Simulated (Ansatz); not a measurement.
# Property card for BN

BN:
```
BN
1.0
    1.24896    -2.16325     0.00000
    1.24896     2.16325     0.00000
    0.00000     0.00000     6.66235
B N
2 2
Direct
  0.99964   0.00036   0.25000
  0.00036   0.99964   0.75000
  0.66703   0.33297   0.75000
  0.33297   0.66703   0.25000
```

Space group P6_3/mmc (No. 194); conventional cell a = b = 2.4979 Å, c = 6.6624 Å, α = β = 90.00°, γ = 120.00°.

Method: r²SCAN+D4 in the plane-wave PAW code Ansatz. Geometry: relaxed at this level of theory. Other levels are named where they apply.

**Cell and energy**

Volume per atom: 9.00 Å³
Density: 2.29 g/cm³
Formation energy from the elements (no fitted shifts): -133 kJ/mol of atoms

**Electronic structure**

Band gap: 4.22 eV (smallest direct gap 4.24 eV)
Valence-band maximum: off the standard path, at k = (0.333, 0.354, 0.000) in fractions of the reciprocal vectors
Conduction-band minimum: at Σ0 (k = 0.333, 0.333, 0.000 in fractions of the reciprocal vectors) (2 equivalent valleys)
Electron effective mass: 0.50, 0.50, 0.75 mₑ (principal values)
HSE06 gap on the r²SCAN+D4 cell: 4.95 eV

**Mechanics**

* **Bulk modulus (Birch–Murnaghan fit)**: 309 kbar
* **Pressure derivative B′**: 10.8
* **Mechanical stability**: stable (all eigenvalues of C positive)

**Charges**

Bader charges: B +2.30, N -2.30 e

The start of the workflow was typed in or built on a structure type. Its sites differ from those of the usual phase in this space group: another stacking or structure type. The r²SCAN+D4 relaxation kept the symmetry of its start; its stability against distortions is not shown here. The volume moved by 53 % from the start of the relaxation. Point labels and valley counts follow the cell and symmetry of the run, lower than the named group. The references are the lowest solids computed at this level, not always the standard phases (solids in place of the gases).

Potentials: the later of the program's two PAW sets.
